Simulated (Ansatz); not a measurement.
**Property card for Ge**

Ge:
```
CELL_PARAMETERS angstrom
      4.92296     2.84227     1.95331
     -4.92296     2.84227     1.95331
      0.00000    -5.68455     1.95331
ATOMIC_POSITIONS crystal
  Ge 0.71586 0.71586 0.71586
  Ge 0.28414 0.28414 0.28414
  Ge 0.03023 0.72620 0.53367
  Ge 0.96977 0.27380 0.46633
  Ge 0.53367 0.03023 0.72620
  Ge 0.46633 0.96977 0.27380
  Ge 0.72620 0.53367 0.03023
  Ge 0.27380 0.46633 0.96977
```

Space group R-3 (No. 148); conventional cell a = b = 9.8459 Å, c = 5.8599 Å, α = β = 90.00°, γ = 120.00°.

Method: the program Ansatz at the PBEsol level (PAW). Geometry: relaxed at this level of theory. Other levels are named where they apply.

Cell and energy:

```
Property              Value
---------------  ----------
Volume per atom    20.50 Å³
Density          5.88 g/cm³
```

Electronic structure:

```
Item                                                                         Value
------------------------------------  --------------------------------------------
Electronic character                                             metallic (no gap)
Density of states at the Fermi level  0.12 states/eV per atom (mean over ±0.08 eV)
Gap with spin–orbit coupling                                       none (metallic)
```

Mechanics:

```
Property                                                                                                                Value
--------------------------------------------  -------------------------------------------------------------------------------
Bulk modulus (Birch–Murnaghan fit)                                                                                   63.3 GPa
Pressure derivative B′                                                                                                    4.9
Elastic constants (relaxed ions, GPa)         C11 = 129, C12 = 39.3, C13 = 34.2, C14 = 4.5, C33 = 105, C44 = 44.8, C15 = -8.6
Mechanical stability                                                                   stable (all eigenvalues of C positive)
Hill bulk and shear moduli                                                                                  63.9 and 43.1 GPa
Young's modulus                                                                                                       106 GPa
Poisson's ratio                                                                                                          0.22
Debye temperature from the elastic constants                                                                            326 K
```

The first step of the workflow began from a Materials Project structure, measured or hypothetical; the Crystallography Open Database copy checked does not list it. It is not the phase usual at ambient conditions (space group No. 227). The cell was relaxed with PBEsol under the symmetry of its start; whether a distortion lowers the energy is not shown. As this level gives no gap, shear constants depend on the k-mesh and smearing (Fermi–Dirac, 0.1 eV here). Scalar-relativistic: spin–orbit coupling is off unless named, which matters more the heavier the elements.

Potentials: the later of the program's two PAW sets.
